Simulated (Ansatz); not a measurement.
# Relaxing CoO

Computed with DFT PBE+U, scalar-relativistic, plane waves, PAW (Ansatz). Run with 420 eV cutoff, 12×12×12 k-mesh, Gaussian smearing of 0.02 eV, collinear spin, U_eff Co 3.32 eV on d shells.

What was changed: relaxed at -3 GPa.

With moments and this functional the run may sit in a state above the lowest one.

Input:

```yaml
crystal:
  lattice:
    - [1.5514656055, 0.895739085, 2.4971942876]
    - [-1.5514656055, 0.895739085, 2.4971942876]
    - [0.0, -1.7914781699, 2.4971942876]
  atoms:
    - { symbol: Co, position: [0.0, 0.0, 0.0], spin: 2.88 }
    - { symbol: O, position: [0.5, 0.5, 0.5], spin: 0.24 }
basis:
  ecutwfc: 420
kpoints:
  mp_grid: { grid: [12, 12, 12] }
hamiltonian:
  xc: pbe
  hubbard: { sites: [{ species: Co, l: d, u_eff: 3.32 }] }
scf:
  occupations: { method: gaussian, width: 0.02 }
output:
  forces: true
  stress: true
  eigenvalues: true
  populations: true
magnetization:
  spin_polarized: true
relax:
  adjacent_minimum: "off"
  f_tol: 0.008
  max_steps: 50
  cell: { stress_tol: 0.08, p_target: -3.0 }
```

F is the free energy. Steps run on the plane waves of an earlier cell, but the last one, and at times one on the way, on a freshly chosen basis, so a repeated geometry can differ a little in energy. The relaxation lowers the enthalpy F + PV at the target pressure, so F itself can rise.

Steps:

```
step F − F(1) (eV) largest force component (eV/Å) V (Å³/atom) P (GPa)
   1         0.0000                           0.000       10.411    -4.51
   2        -0.0036                           0.000       10.351    -3.60
   3        -0.0055                           0.000       10.312    -2.99
   4        -0.0047                           0.000       10.312    -3.05
```

Relaxed structure:

```cif
data_structure
_symmetry_space_group_name_H-M 'P 1'
_symmetry_Int_Tables_number 1
_cell_length_a 3.0634
_cell_length_b 3.0634
_cell_length_c 3.0634
_cell_angle_alpha 60.643
_cell_angle_beta 60.643
_cell_angle_gamma 60.643
_cell_volume 20.62
loop_
_atom_site_label
_atom_site_type_symbol
_atom_site_fract_x
_atom_site_fract_y
_atom_site_fract_z
_atom_site_occupancy
Co1 Co 0.00000 0.00000 0.00000 1
O1 O 0.50000 0.50000 0.50000 1
```

The structure is trigonal, space group R-3m (No. 166). Conventional cell: a = 3.093 Å, b = 3.093 Å, c = 7.467 Å, α = 90.00°, β = 90.00°, γ = 120.00°. Co (site symmetry -3m) is surrounded by 6 O at 2.18 Å. O (site symmetry -3m) is surrounded by 6 Co at 2.18 Å.

The run converged. The run took about 29 core-seconds.